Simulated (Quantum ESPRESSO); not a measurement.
pw.x input (Quantum ESPRESSO 7.5; PBEsol, PseudoDojo standard norm-conserving files, scalar-relativistic):

```
&CONTROL
  calculation = 'scf'
  pseudo_dir = './pseudo'
  outdir = './out'
  tprnfor = .true.
  tstress = .true.
/
&SYSTEM
  ibrav = 0
  nat = 12
  ntyp = 3
  ecutwfc = 84.0
  ecutrho = 336.0
  occupations = 'smearing'
  smearing = 'fd'
  degauss = 0.002
  nbnd = 22
/
&ELECTRONS
  conv_thr = 1.2e-09
/
ATOMIC_SPECIES
H 1.0080 H.upf
Li 6.9400 Li.upf
O 15.9990 O.upf
CELL_PARAMETERS angstrom
  3.127930000000   0.000000000000   0.000000000000
 -1.260018000000   5.354833000000   0.000000000000
 -1.298563000000  -0.912274000000   5.275333000000
ATOMIC_POSITIONS crystal
H   0.640210000000   0.482150000000   0.244660000000
H   0.359790000000   0.517850000000   0.755340000000
H   0.357700000000   0.255870000000   0.016830000000
H   0.642300000000   0.744130000000   0.983170000000
H   0.182570000000   0.764270000000   0.268600000000
H   0.817430000000   0.235730000000   0.731400000000
Li   0.000950000000   0.152200000000   0.346180000000
Li   0.999050000000   0.847800000000   0.653820000000
O   0.498810000000   0.293630000000   0.205650000000
O   0.501190000000   0.706370000000   0.794350000000
O   0.891320000000   0.785080000000   0.286650000000
O   0.108680000000   0.214920000000   0.713350000000
K_POINTS automatic
10 6 6 0 0 0
```

End of the output:

```
     total energy              =    -167.94596414 Ry
     estimated scf accuracy    <       0.00000185 Ry
     total energy              =    -167.94596461 Ry
     estimated scf accuracy    <       0.00000006 Ry
     total energy              =    -167.94596462 Ry
     estimated scf accuracy    <       0.00000002 Ry
[...]
     the Fermi energy is     4.2955 ev
!    total energy              =    -167.94596462 Ry
     estimated scf accuracy    <          4.4E-10 Ry
     smearing contrib. (-TS)   =      -0.00000000 Ry
     internal energy E=F+TS    =    -167.94596462 Ry
     The total energy is F=E-TS. E is the sum of the following terms:
     one-electron contribution =     -83.47833390 Ry
     hartree contribution      =      54.01507641 Ry
     xc contribution           =     -44.07451987 Ry
     ewald contribution        =     -94.40818727 Ry
     convergence has been achieved in  11 iterations
     Forces acting on atoms (cartesian axes, Ry/au):
     atom    1 type  1   force =     0.00251456    0.01424702    0.00226459
     atom    2 type  1   force =    -0.00251456   -0.01424702   -0.00226459
     atom    3 type  1   force =    -0.00226759    0.00020714   -0.01439102
     atom    4 type  1   force =     0.00226759   -0.00020714    0.01439102
     atom    5 type  1   force =     0.00937623   -0.00110140   -0.00132823
     atom    6 type  1   force =    -0.00937623    0.00110140    0.00132823
     atom    7 type  2   force =    -0.00046486    0.00126698   -0.00085284
     atom    8 type  2   force =     0.00046486   -0.00126698    0.00085284
     atom    9 type  3   force =     0.00002786   -0.01134851    0.00915647
     atom   10 type  3   force =    -0.00002786    0.01134851   -0.00915647
     atom   11 type  3   force =    -0.01019187   -0.00269660   -0.00344828
     atom   12 type  3   force =     0.01019187    0.00269660    0.00344828
     Total force =     0.041372     Total SCF correction =     0.000026
     Computing stress (Cartesian axis) and pressure
          total   stress  (Ry/bohr**3)                   (kbar)     P=       12.64
   0.00007879  -0.00000579  -0.00000475           11.59       -0.85       -0.70
  -0.00000579   0.00008877   0.00000763           -0.85       13.06        1.12
  -0.00000475   0.00000763   0.00009032           -0.70        1.12       13.29
```
In a gapped system the printed Fermi energy is only some level inside the gap.

Geometry of the Materials Project entry, not relaxed at this level.
